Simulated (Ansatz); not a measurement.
BaHfO3 (cubic perovskite, space group No. 221), a = 4.1581 Å, b = 4.1581 Å, c = 4.1581 Å, α = 90.00°, β = 90.00°, γ = 90.00°.

Relaxed with PBEsol.

**Question.** Which orbitals make up the states near the band edges in PBEsol (plane waves, PAW; program Ansatz)?

**Answer.** Top 1 eV of the valence band: O 2p 94 %. Bottom 1 eV of the conduction band: Hf 5d 84 %, O 2p 5 %, outside the projected shells 10 %. Projections are on Löwdin-orthogonalised atomic valence shells; empty p or d shells of many metals are not among them.

**Question.** Tabulate the density of states.

**Answer.** States/eV per cell of 5 atoms, in 0.25 eV bins, energy from the valence-band maximum.

| E (eV) | total | O 2p | Hf 5d | Ba 6s |
|---|---|---|---|---|
| -7.85 | 0.00 | 0.00 | 0.00 | 0.00 |
| -7.60 | 0.00 | 0.00 | 0.00 | 0.00 |
| -7.35 | 0.00 | 0.00 | 0.00 | 0.00 |
| -7.10 | 0.00 | 0.00 | 0.00 | 0.00 |
| -6.85 | 0.00 | 0.00 | 0.00 | 0.00 |
| -6.60 | 0.00 | 0.00 | 0.00 | 0.00 |
| -6.35 | 0.00 | 0.00 | 0.00 | 0.00 |
| -6.10 | 0.00 | 0.00 | 0.00 | 0.00 |
| -5.85 | 0.00 | 0.00 | 0.00 | 0.00 |
| -5.60 | 0.00 | 0.00 | 0.00 | 0.00 |
| -5.35 | 0.00 | 0.00 | 0.00 | 0.00 |
| -5.10 | 0.00 | 0.00 | 0.00 | 0.00 |
| -4.85 | 0.00 | 0.00 | 0.00 | 0.00 |
| -4.60 | 0.00 | 0.00 | 0.00 | 0.00 |
| -4.35 | 0.20 | 0.15 | 0.01 | 0.00 |
| -4.10 | 1.97 | 1.46 | 0.20 | 0.00 |
| -3.85 | 2.47 | 1.79 | 0.37 | 0.01 |
| -3.60 | 2.79 | 1.95 | 0.65 | 0.03 |
| -3.35 | 2.83 | 1.99 | 0.61 | 0.05 |
| -3.10 | 3.68 | 2.62 | 0.74 | 0.07 |
| -2.85 | 3.24 | 2.36 | 0.58 | 0.05 |
| -2.60 | 2.67 | 2.00 | 0.43 | 0.04 |
| -2.35 | 9.10 | 6.74 | 1.64 | 0.03 |
| -2.10 | 7.25 | 5.88 | 0.85 | 0.02 |
| -1.85 | 4.32 | 3.62 | 0.39 | 0.01 |
| -1.60 | 2.27 | 1.93 | 0.17 | 0.02 |
| -1.35 | 3.78 | 3.33 | 0.11 | 0.07 |
| -1.10 | 3.35 | 3.03 | 0.07 | 0.05 |
| -0.85 | 7.10 | 6.55 | 0.13 | 0.03 |
| -0.60 | 7.91 | 7.34 | 0.15 | 0.03 |
| -0.35 | 4.88 | 4.63 | 0.05 | 0.01 |
| -0.10 | 2.17 | 2.12 | 0.00 | 0.00 |
| 0.15 | 0.00 | 0.00 | 0.00 | 0.00 |
| 0.40 | 0.00 | 0.00 | 0.00 | 0.00 |
| 0.65 | 0.00 | 0.00 | 0.00 | 0.00 |
| 0.90 | 0.00 | 0.00 | 0.00 | 0.00 |
| 1.15 | 0.00 | 0.00 | 0.00 | 0.00 |
| 1.40 | 0.00 | 0.00 | 0.00 | 0.00 |
| 1.65 | 0.00 | 0.00 | 0.00 | 0.00 |
| 1.90 | 0.00 | 0.00 | 0.00 | 0.00 |
| 2.15 | 0.00 | 0.00 | 0.00 | 0.00 |
| 2.40 | 0.00 | 0.00 | 0.00 | 0.00 |
| 2.65 | 0.00 | 0.00 | 0.00 | 0.00 |
| 2.90 | 0.00 | 0.00 | 0.00 | 0.00 |
| 3.15 | 0.00 | 0.00 | 0.00 | 0.00 |
| 3.40 | 0.00 | 0.00 | 0.00 | 0.00 |
| 3.65 | 0.07 | 0.00 | 0.06 | 0.00 |
| 3.90 | 0.48 | 0.01 | 0.41 | 0.00 |
| 4.15 | 0.85 | 0.04 | 0.73 | 0.00 |
| 4.40 | 1.02 | 0.07 | 0.84 | 0.00 |
| 4.65 | 1.26 | 0.11 | 0.97 | 0.00 |
| 4.90 | 1.45 | 0.14 | 0.99 | 0.00 |
| 5.15 | 1.71 | 0.18 | 1.04 | 0.01 |
| 5.40 | 2.15 | 0.25 | 1.21 | 0.02 |
| 5.65 | 2.55 | 0.33 | 1.36 | 0.03 |
| 5.90 | 3.10 | 0.42 | 1.52 | 0.07 |
| 6.15 | 5.86 | 0.85 | 2.63 | 0.21 |
| 6.40 | 4.99 | 0.65 | 1.77 | 0.30 |
| 6.65 | 2.71 | 0.21 | 0.50 | 0.20 |
| 6.90 | 2.03 | 0.19 | 0.33 | 0.26 |
| 7.15 | 3.53 | 0.31 | 0.61 | 0.36 |
| 7.40 | 3.86 | 0.37 | 0.71 | 0.40 |
| 7.65 | 3.36 | 0.34 | 0.73 | 0.24 |
| 7.90 | 4.07 | 0.53 | 1.10 | 0.14 |
| 8.15 | 4.27 | 0.42 | 0.83 | 0.15 |
| 8.40 | 4.22 | 0.19 | 0.39 | 0.09 |

Space group Pm-3m (cubic perovskite). Symmetry was held in the PBEsol relaxation. The run is not spin-polarised. Spin–orbit coupling is left out wherever it is not named.

Potentials: the earlier of the program's two PAW sets. The files were generated under PBE; for other functionals the program regenerates the frozen cores, and for LDA and PBEsol the local potential too.
